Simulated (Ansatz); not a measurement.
# Data sheet: BeS (DFT)

BeS:
```
CELL_PARAMETERS angstrom
      3.43919     0.00000     0.00000
     -1.71960     2.97843     0.00000
      0.00000     0.00000     5.66664
ATOMIC_POSITIONS crystal
  Be 0.33333 0.66667 0.99957
  S  0.66667 0.33333 0.12543
  Be 0.66667 0.33333 0.49957
  S  0.33333 0.66667 0.62543
```

Space group P6_3mc (No. 186), wurtzite; conventional cell a = 3.4392 Å, b = 3.4392 Å, c = 5.6666 Å, α = 90.00°, β = 90.00°, γ = 120.00°.

Method: the program Ansatz at the PBE level (PAW). Structure relaxed to zero pressure with the same functional. Other levels are named where they apply.

**Cell and energy**

| Property | Value |
|---|---|
| Volume per atom | 14.51 Å³ |
| Density | 2.35 g/cm³ |
| Formation energy from the elements (no fitted shifts) | -1.07 eV/atom |

**Electronic structure**

| Item | Result |
|---|---|
| Band gap | 3.71 eV (indirect) |
| Valence-band maximum | at Γ |
| Conduction-band minimum | at K (2 equivalent valleys) |
| Smallest direct gap on the standard path | 5.08 eV |
| Electron effective mass | 0.31, 0.53, 0.53 mₑ (principal values) |
| Hole effective mass, band 1 of 2 at the edge | 1.5 along x, 1.4 along z (mₑ) |
| Hole effective mass, band 2 of 2 at the edge | 0.27 along x, 1.4 along z (mₑ) |

**Mechanics**

| Quantity | Result |
|---|---|
| Bulk modulus (Birch–Murnaghan fit) | 92.6 GPa |
| Pressure derivative B′ | 3.8 |

The start of the workflow was typed in or built on a structure type; neither database checked (COD, Materials Project) lists it. COD files the formula under space group No. 216. Its standing as an ambient phase is unchecked. The PBE relaxation kept the symmetry of its start; whether a distortion lowers the energy is not shown. The references are the lowest solids computed at this level, not always the standard phases.

Potentials: the earlier of the program's two PAW sets.
